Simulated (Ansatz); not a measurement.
# SnTe: levels along high-symmetry lines

```
CELL_PARAMETERS angstrom
0.00000 3.15650 3.15650
3.15650 0.00000 3.15650
3.15650 3.15650 0.00000
ATOMIC_POSITIONS crystal
Sn 0.00000 0.00000 0.00000
Te 0.50000 0.50000 0.50000
```

Atom numbers follow the list: Sn1, Te2.

The cell is COD entry 9008726, as deposited and not checked against the literature; nothing was relaxed.

Spin–orbit coupling is left out, though it moves levels of the heavy atoms by tenths of an eV or more.

Computed with DFT, LDA, all-electron LAPW, scalar-relativistic in Ansatz 0.2.0.

Numerical set-up: a Γ-centred 11×11×11 k mesh, Fermi–Dirac smearing of 0.08 eV, basis error target 0.25 meV/atom, no spin polarisation.

Points in fractions of the reciprocal vectors of this cell: Γ (0, 0, 0), X (0.5, 0, 0.5), U (0.625, 0.25, 0.625), K (0.375, 0.375, 0.75), L (0.5, 0.5, 0.5), W (0.5, 0.25, 0.75). The path joins them by straight lines in the order Γ–X–U–K–Γ–L–W–X; legs that retrace an earlier one aren't tabulated. Energies are in eV from the top of the valence band.

**Question.** List the levels at L between -20 and 3.5 eV.

**Answer.** -11.49, -8.31, -1.70 (×2), 0.00, 0.09, 0.41 (×2).

**Question.** List the levels at K between -20 and 3.5 eV.

**Answer.** -11.17, -7.42, -5.07, -3.14, -2.66, 3.04, 3.09.

**Question.** List the levels at W between -20 and 3.5 eV.

**Answer.** -11.12, -7.38, -4.72 (×2), -0.76, 0.86.

**Question.** What is the band gap?

**Answer.** 0.08 eV (so small a gap may close at points that the mesh and path miss).
